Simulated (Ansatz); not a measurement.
Consider the following.

TcRu:
```yaml
crystal:
  lattice:
    - [2.72101, 0.00000, 0.00000]
    - [-1.36051, 2.35647, 0.00000]
    - [0.00000, 0.00000, 4.30844]
  atoms:
    - { symbol: Tc, position: [0.00000, 0.00000, 0.00000] }
    - { symbol: Ru, position: [0.33333, 0.66667, 0.50000] }
```

This is the r²SCAN-relaxed structure.

Task: All from the program Ansatz at the r²SCAN level (PAW), unless another level is named. Predict the density of states at the Fermi level.

Result: 0.82 states/eV per atom (mean over ±0.08 eV).

Task: Give the formation energy from the elements (no fitted shifts).

Result: -0.068 eV/atom.

Space group P-6m2. The workflow started from a Materials Project entry (that database holds measured and hypothetical structures alike); the Crystallography Open Database copy checked does not list it. With Tc and Ru taken as one species the cell has the higher symmetry P6_3/mmc, so it may be an ordered model of a mixed-site phase. Whether it is the stable phase at ambient conditions was not checked. Symmetry was held in the r²SCAN relaxation; its stability against distortions is not shown here. The run is not spin-polarised. The references are the lowest solids computed at this level, not always the standard phases. Scalar-relativistic: spin–orbit coupling is off unless named, which matters more the heavier the elements.

Potentials: the later of the program's two PAW sets.
